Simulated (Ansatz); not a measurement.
A geometry of La₂O₃ away from equilibrium: step 4 of the relaxation of a relaxed La2O3 cell, doubled along one cell vector, shaken by Gaussian noise of σ = 0.08 Å a coordinate. All values below come from r2SCAN (plane waves to 500 eV, PAW, scalar-relativistic; Ansatz, a program for electronic structure). Γ-centred k-mesh 5×3×5 on the run's cell (coarser than for final values), Fermi–Dirac smearing 0.05 eV.

```
La2O3
1.0
    4.56176    -0.01213     0.02971
   -0.02426     9.06200     0.03849
    0.02971     0.01925     4.58927
La O
4 6
Cartesian
  2.68420   1.85223   2.47668
  2.08034   6.48948   1.81543
  0.09637  -0.10838  -0.01530
  0.01969   4.50254   0.02428
  2.30207   0.08249   0.12977
  2.27424   4.70148   0.27749
 -0.26385   2.20962  -0.09504
  0.12183   6.88749   0.49833
  0.15377   0.11347   2.32282
  0.11253   4.73884   2.27374
```

Problem. What forces act on the atoms (eV/Å)?

Solution. 
```json
[
 {"atom": "La1", "Fx": "1.29", "Fy": "-1.60", "Fz": "0.26"},
 {"atom": "La2", "Fx": "-0.58", "Fy": "-0.83", "Fz": "-0.92"},
 {"atom": "La3", "Fx": "-0.66", "Fy": "1.32", "Fz": "-0.25"},
 {"atom": "La4", "Fx": "-0.54", "Fy": "-1.00", "Fz": "-1.27"},
 {"atom": "O5", "Fx": "1.14", "Fy": "0.74", "Fz": "0.29"},
 {"atom": "O6", "Fx": "0.28", "Fy": "1.54", "Fz": "0.78"},
 {"atom": "O7", "Fx": "-1.42", "Fy": "0.54", "Fz": "-0.66"},
 {"atom": "O8", "Fx": "0.64", "Fy": "-3.09", "Fz": "1.21"},
 {"atom": "O9", "Fx": "-0.53", "Fy": "1.75", "Fz": "-0.33"},
 {"atom": "O10", "Fx": "0.39", "Fy": "0.64", "Fz": "0.88"}
]
```

Problem. What is the pressure?

Solution. +2.4 GPa, compression positive.

No spin polarisation in the result.

The end of the path is a generated cell of La2O3: the first start was made by a random draw of sites in a space group, and the end was not matched to a known phase here, so it may be hypothetical. Known forms of La2O3 include space group No. 164.
